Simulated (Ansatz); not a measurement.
Mg2Sn in space group Pn-3m (No. 224; Mg on 4c, Sn on 2a) at seven volumes, PBE in the plane-wave PAW code Ansatz, scaled uniformly. One row is withheld.

```csv
V (Å³/atom),P (GPa)
37.870,2.17
39.118,1.33
40.367,?
41.615,0.00
42.864,-0.52
44.112,-0.97
45.361,-1.35
```

Problem. Fit the shown pressures and predict the withheld one.

Solution. P = (3/2)B₀(x^(7/2) − x^(5/2))[1 + (3/4)(B′ − 4)(x − 1)] with x = (V₀/V)^(2/3). Least squares on the six rows gives V₀ = 41.617 Å³/atom, B₀ = 18.8 GPa, B′ = 4.24. At V = 40.367, x = 1.0205 and P = 0.61 GPa. The run itself gave 0.61 GPa.

A made-up cell: these elements were put on the sites of a structure type; neither database checked (COD, Materials Project) lists it. COD files the formula under space group No. 225, 227, so this cell is another polymorph or a model. Whether it is the stable phase at ambient conditions was not checked. Symmetry was held in the PBE relaxation; its stability against distortions is not shown here. Scalar-relativistic: spin–orbit coupling is off unless named, which matters more the heavier the elements.

Potentials: the later of the program's two PAW sets.
